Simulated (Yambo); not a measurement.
G0W0@LDA for LiTaS₂ (space group P6_3/mmc, No. 194) in Yambo. Reference settings: 6×6×1 Γ-centred k mesh, bands 5 to 185 and a 7 Ry block in the screening, 185 bands in G with the Bruneval-Gonze terminator, plasmon pole fitted at 27.2 eV. The LDA gap Γ → (0.167, 0.167, 0) on this mesh is 0.69 eV; G0W0 gaps are taken between the same points.

With and without the terminator, as bands are cut:

```tsv
bands in G (in W)	gap, terminator (eV)	gap, none (eV)	valence shift, terminator (eV)	valence shift, none (eV)
50 (50)	1.055	1.015	0.830	1.387
75 (75)	1.026	0.978	0.516	1.005
105 (105)	1.026	0.986	0.324	0.702
144 (144)	1.022	0.988	0.205	0.486
185 (185)	1.020	0.994	0.141	0.353
```

Over this range the gap spans 0.035 eV with the terminator and 0.037 eV without, the valence shift 0.689 eV and 1.034 eV. Neither column has reached its limit for certain.

Spin-orbit coupling is not included.

Geometry of the Materials Project entry, not relaxed at this level; primitive cell a = b = 3.3486 Å, c = 12.8881 Å, α = β = 90.00°, γ = 120.00°.

The structure is a Materials Project entry; no match was found in the copy of COD used, and its stability was not checked.

A shift is the quasiparticle energy of the state minus its LDA energy.
